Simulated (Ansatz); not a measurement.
Cells of Cu relaxed with r2SCAN (plane waves to 500 eV, PAW, scalar-relativistic; Ansatz, an electronic-structure program), each with a space-group label. One label is wrong.

**A**, labelled Pm-3m (No. 221)
```xyz
1
Lattice="2.3693 0.0000 0.0000 0.0000 2.3693 0.0000 0.0000 0.0000 2.3693" Properties=species:S:1:pos:R:3 pbc="T T T"
Cu     1.1846     1.1846     1.1846
```

**B**, labelled P6₃/mmc (No. 194)
```xyz
2
Lattice="2.5206 0.0000 0.0000 -1.2603 2.1829 0.0000 0.0000 0.0000 4.1609" Properties=species:S:1:pos:R:3 pbc="T T T"
Cu     1.2603     0.7276     3.1207
Cu     0.0000     1.4553     1.0402
```

**C**, labelled Im-3m (No. 229)
```yaml
crystal:
  lattice:
    - [-2.27718, 2.27718, 2.27718]
    - [2.27718, -2.27718, 2.27718]
    - [2.27718, 2.27718, -2.27718]
  atoms:
    - { symbol: Cu, position: [0.00000, 0.50000, 0.50000] }
    - { symbol: Cu, position: [0.50000, 0.00000, 0.50000] }
    - { symbol: Cu, position: [0.50000, 0.50000, 0.00000] }
```

**D**, labelled Fmmm (No. 69)
```
CELL_PARAMETERS angstrom
     -1.44907     1.44907     1.36722
      1.44907    -1.44907     1.36722
      1.44907     1.44907    -1.36722
ATOMIC_POSITIONS crystal
  Cu 0.00000 0.00000 0.00000
```

Which label is wrong, and what should it be (tolerance 0.01 Å)?

D: its symmetry is I4/mmm (No. 139), tI2; a = b = 2.898 Å, c = 2.734 Å, α = β = γ = 90.00°.

Each run could gain symmetry but not lose that of its start, so entries can be saddle points. All of these are generated cells (placed on structure types, drawn at random, substituted or restacked) that were not matched to a known phase here.

No spin polarisation in the result.
